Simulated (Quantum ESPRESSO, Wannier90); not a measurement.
**Tight-binding from DFT: InGaAs2 (P-4m2)**

```
begin unit_cell_cart
ang
    4.2250000000    0.0000000000    0.0000000000
    0.0000000000    4.2250000000    0.0000000000
    0.0000000000    0.0000000000    5.9621500000
end unit_cell_cart
begin atoms_frac
In   0.0000000000  0.0000000000  0.5000000000
Ga   0.5000000000  0.5000000000  0.0000000000
As   0.5000000000  0.0000000000 -0.2315200000
As   0.0000000000  0.5000000000  0.2315200000
end atoms_frac
```

Materials Project entry mp-1223781; symmetrised, unrelaxed at this level. Not found in the COD (Crystallography Open Database) copy used; not checked further. Computed values, not measurements, from LDA: Quantum ESPRESSO (norm-conserving PseudoDojo potentials, cutoff 64 Ry, no spin polarisation, no spin-orbit coupling) on a Γ-centred 8×8×6 mesh, then Wannier90. Density: 8×8×6 mesh, cold smearing 0.01 Ry. Spin-orbit coupling is left out although heavy elements are present.

A tight-binding model is made by disentanglement and projection with no localisation steps (num_iter = 0), so the 16 orbitals stay atom-like: hydrogen-like In: s;p; Ga: s;p; As: s;p, axes along x, y, z; frozen window up to 1.50 eV relative to the Fermi level. It follows pw.x to 1.5 meV rms for states up to 1.0 eV relative to the Fermi level. Matrix elements depend on this choice of orbitals and windows.

The 30 largest hoppings ⟨m,0|H|n,R⟩ between different sites (one of each Hermitian pair; signs follow the real orbitals' lobes; the list may end inside a set of equal values):

```
m            n       R  distance of the centres (Å)  t (eV)
------  ------  ------  ---------------------------  ------
As4 px   Ga2 s   0 0 0                         2.60  -1.851
Ga2 s   As4 px   1 0 0                         2.60   1.851
As3 py   Ga2 s   0 0 0                         2.60  -1.851
Ga2 s   As3 py   0 1 0                         2.60   1.851
As3 s   Ga2 py   0 0 0                         2.63   1.799
Ga2 py   As3 s   0 1 0                         2.63  -1.799
As4 s   Ga2 px   0 0 0                         2.63   1.798
Ga2 px   As4 s   1 0 0                         2.63  -1.798
As3 pz  Ga2 py   0 0 0                         2.61   1.725
Ga2 py  As3 pz   0 1 0                         2.61  -1.725
As4 pz  Ga2 px   0 0 0                         2.61  -1.725
Ga2 px  As4 pz   1 0 0                         2.61   1.725
As3 py  Ga2 pz   0 0 0                         2.60   1.718
Ga2 pz  As3 py   0 1 0                         2.60  -1.718
As4 px  Ga2 pz   0 0 0                         2.60  -1.718
Ga2 pz  As4 px   1 0 0                         2.60   1.718
As4 py  In1 pz   0 0 0                         2.73  -1.658
As4 py  In1 pz   0 1 0                         2.73   1.658
In1 pz  As3 px   0 0 1                         2.73   1.658
As3 px  In1 pz  1 0 -1                         2.73  -1.658
As4 pz  In1 py   0 0 0                         2.77  -1.645
As4 pz  In1 py   0 1 0                         2.77   1.645
In1 px  As3 pz   0 0 1                         2.77   1.645
As3 pz  In1 px  1 0 -1                         2.77  -1.645
In1 s   As3 px   0 0 1                         2.73   1.641
As3 px   In1 s  1 0 -1                         2.73  -1.641
As4 py   In1 s   0 0 0                         2.73   1.641
As4 py   In1 s   0 1 0                         2.73  -1.641
As4 s   In1 py   0 0 0                         2.74  -1.497
As4 s   In1 py   0 1 0                         2.74   1.497
```
